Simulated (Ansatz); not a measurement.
ZnS (zinc blende, F-43m), r²SCAN in the plane-wave PAW code Ansatz. The conduction-band minimum lies at Γ, with 1 equivalent valley. Second derivatives d²E/dk² of the lowest band at one valley (eV·Å²), along Cartesian directions:

```json
[
 {"direction": "[100]", "d²E/dk²": "39.41"},
 {"direction": "[010]", "d²E/dk²": "39.41"},
 {"direction": "[001]", "d²E/dk²": "39.41"},
 {"direction": "[110]", "d²E/dk²": "39.39"},
 {"direction": "[101]", "d²E/dk²": "39.39"},
 {"direction": "[011]", "d²E/dk²": "39.39"}
]
```

Find the principal effective masses, the density-of-states mass and the conductivity mass.

Off-diagonal terms follow from H_xy = H[110] − (H_xx + H_yy)/2, and m*/mₑ = 7.620 eV·Å² over each eigenvalue: 0.19, 0.19, 0.19. One valley's DOS mass (m₁m₂m₃)^(1/3) = 0.19, conductivity mass 3/(Σ 1/mᵢ) = 0.19 mₑ.

What effective density of states Nc follows at 300 K for parabolic valleys?

Nc = 2.509e19 × 1 × (0.19)^(3/2) ≈ 2.1e18 cm⁻³.

Symmetry was held in the r²SCAN relaxation.

Potentials: the later of the program's two PAW sets.

Edges and masses are those of Kohn–Sham bands, whose gap is no quasiparticle gap.
